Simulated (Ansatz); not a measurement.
# WSe2: from a starting cell to a relaxed one

The start is a generated cell, WSe2 placed in the AFLOW prototype A2B_tI12_141_e_a (C5, as in TiO2). The cell and all atomic positions are relaxed at zero pressure with PBEsol (plane waves to 420 eV, PAW, scalar-relativistic; Ansatz, a first-principles code). First-step values are on the input's coarse k-mesh.

Ansatz input (later rounds restart from its end on a renewed k-mesh):
Ansatz 0.2 input:
```yaml
crystal:
  lattice:
    - [-2.3618761, 2.3618761, 5.9368269]
    - [2.3618761, -2.3618761, 5.9368269]
    - [2.3618761, 2.3618761, -5.9368269]
  atoms:
    - { symbol: Se, position: [0.33306, 0.33306, 0] }
    - { symbol: Se, position: [0.41694, 0.91694, 0.5] }
    - { symbol: Se, position: [0.66694, 0.66694, 0] }
    - { symbol: Se, position: [0.08306, 0.58306, 0.5] }
    - { symbol: W, position: [0.75, 0.25, 0.5] }
    - { symbol: W, position: [0, 0, 0] }
basis: { ecutwfc: 420, ecutrho_ratio: 4, xc_grid: 2, fft_grid_basis: typed }
kpoints: { mp_grid: { grid: [7, 7, 7] } }
hamiltonian:
  xc: pbesol
  dispersion: none
  pseudopotentials: { kind: paw }
scf: { occupations: { method: fermi_dirac, width: 0.05 } }
relax: { f_tol: 0.01, max_steps: 100, cell: { stress_tol: 0.02 } }
output: { forces: true, stress: true }
```

- Initial pressure: -8 GPa (negative: the cell is under tension)
- Volume change: -14.2 %, from 22.08 to 18.94 Å³/atom
- Band gap at the end: zero (metallic)
- Optimiser moves: 14

It ends as:

```cif
data_Se8W4
_chemical_formula_sum 'Se8 W4'
_space_group_name_H-M_alt 'I41/amd :1'
_space_group_IT_number 141
_space_group_name_Hall 'I 4bw 2bw -1bw'
_cell_length_a 4.98177
_cell_length_b 4.98177
_cell_length_c 9.15772
_cell_angle_alpha 90.000
_cell_angle_beta 90.000
_cell_angle_gamma 90.000
loop_
_atom_site_label
_atom_site_type_symbol
_atom_site_symmetry_multiplicity
_atom_site_Wyckoff_symbol
_atom_site_fract_x
_atom_site_fract_y
_atom_site_fract_z
_atom_site_occupancy
Se1 Se 8 e 0.00000 0.00000 0.28005 1
W1 W 4 a 0.00000 0.00000 0.00000 1
```
(The calculation used a cell of 6 atoms; values per cell refer to that cell.)

Final values are on a 13×13×13 k-mesh of the relaxed cell. No spin polarisation in the result.

The run could not lose the symmetry of its start, so the end can be a saddle point.

The relaxed structure here is a generated cell of WSe2: the first start was made by placing the elements on the sites of a structure type, and the end was not matched to a known phase here, so it may be hypothetical. Known forms of WSe2 include space group No. 194.
